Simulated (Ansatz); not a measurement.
This cell of BN (h-BN type, space group P6_3/mmc) is off equilibrium:

```
BN
1.0
    2.39024     0.00000     0.00000
   -1.19512     2.07001     0.00000
    0.00000     0.00000     6.68973
B N
2 2
Direct
  0.33333   0.66667   0.25000
  0.66667   0.33333   0.75000
  0.33333   0.66667   0.75000
  0.66667   0.33333   0.25000
```

The numbers are results of PBE-D3(BJ) (plane waves to 420 eV, PAW, scalar-relativistic; Ansatz, a program for electronic structure), not measurements. k mesh 15×15×5 (Γ-centred), Fermi-Dirac smearing 0.05 eV. E stands for the smeared free energy. Stress and pressure are positive under compression. BN was relaxed with its symmetry unable to fall. The PAW data are Ansatz's earlier set.

Task: What is the stress tensor (GPa)?

Result: 
```
   63.1      0.0      0.0
    0.0     63.1      0.0
    0.0      0.0     -0.6
```
The pressure, a third of the trace, is 41.9 GPa.

Task: It is the relaxed cell deformed to V/V₀ = 0.920, (c/a)/(c/a)₀ = 1.060, c along z, fractional positions held. What is its energy relative to the relaxed cell?

Result: 147.0 meV/atom.

(A scan under strain: stresses follow from slopes of the energy per volume, elastic moduli from its curvatures.)
